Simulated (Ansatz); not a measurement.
LiSn in space group P2/m (No. 10; Li on 2n, Li on 1e, Sn on 2m, Sn on 1a), PBE (plane waves, PAW; program Ansatz), all energies at zero smearing, with the estimated change up to a 700 eV cutoff added, with one set of potentials and settings (totals compare only within such a set). Cell of 6 atoms (3 Li, 3 Sn): -18688.693 eV.

| element | reference phase | E (eV/atom) |
|---|---|---|
| Li | Fm-3m, 1 atoms in the cell | -204.6902 |
| Sn | Fd-3m, 2 atoms in the cell | -6024.2128 |

Formation energy per atom, worked out: (-18688.693 − 3×(-204.6902) − 3×(-6024.2128))/6 = -0.331 eV/atom (-32 kJ per mol of atoms), at 0 K, without zero-point energy or fitted corrections.

The workflow started from a Materials Project entry (that database holds measured and hypothetical structures alike); the Crystallography Open Database files this formula in space group No. 10, but the cells were not matched. Its standing as an ambient phase is unchecked. The cell was relaxed with PBE under the symmetry of its start; whether a distortion lowers the energy is not shown. The references are the lowest solids computed at this level, not always the standard phases. Spin–orbit coupling is left out wherever it is not named.

Potentials: the later of the program's two PAW sets.
